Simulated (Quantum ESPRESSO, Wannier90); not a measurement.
**InCl (Cmc2₁), plane waves to Wannier functions**

```yaml
crystal:
  lattice:
    - [4.41144, 0.00000, 0.00000]
    - [0.00000, 0.00000, -4.54415]
    - [-2.20572, 6.21994, 0.00000]
  atoms:
    - { symbol: In, position: [0.61362, 0.74990, 0.22724] }
    - { symbol: In, position: [0.38638, 0.24990, 0.77276] }
    - { symbol: Cl, position: [0.84446, 0.73410, 0.68892] }
    - { symbol: Cl, position: [0.15554, 0.23410, 0.31108] }
```

Structure: Materials Project mp-571636, symmetrised, not relaxed again. Not found in the COD (Crystallography Open Database) copy used, which has the formula in other groups; not checked further. Level: LDA, no spin polarisation, no spin-orbit coupling; pw.x of Quantum ESPRESSO at 56 Ry with PseudoDojo potentials, 6×4×6 k-points, Wannier90. Density: 8×8×8 mesh, cold smearing 0.01 Ry. Spin-orbit coupling is left out although heavy elements are present.

Functional, cutoff and mesh named above are those of the base row (56); the first column says what each row takes instead. Model: 10 functions from bands 1-2,13-20, start SCDM (isolated) (the valence bands). Energies are relative to the valence-band maximum; the misfit is to pw.x on a path, for all bands of the set. Only the plane-wave cutoff changes (density cutoff four times as high). Ω_total can sit in another minimum from row to row; Ω_I of an isolated set cannot. A star marks runs that hit the step limit.

```csv
ecutwfc (Ry),Ω_I (Å²),Ω_total (Å²),rms misfit (meV),gap (eV),ΔE to highest cutoff (meV/atom),"plane waves a k-point, about (cost)"
28,17.52,18.86*,7.9,1.574,22201.8,2100
35,17.30,18.64*,7.6,1.401,7330.4,2900
42,16.70,18.09,7.5,1.353,1927.3,3900
56,16.30,17.72*,7.5,1.341,49.4,6000
70,16.27,17.69*,7.5,1.342,0.2,8300
88,16.27,17.69*,7.5,1.342,0.0,12000
```
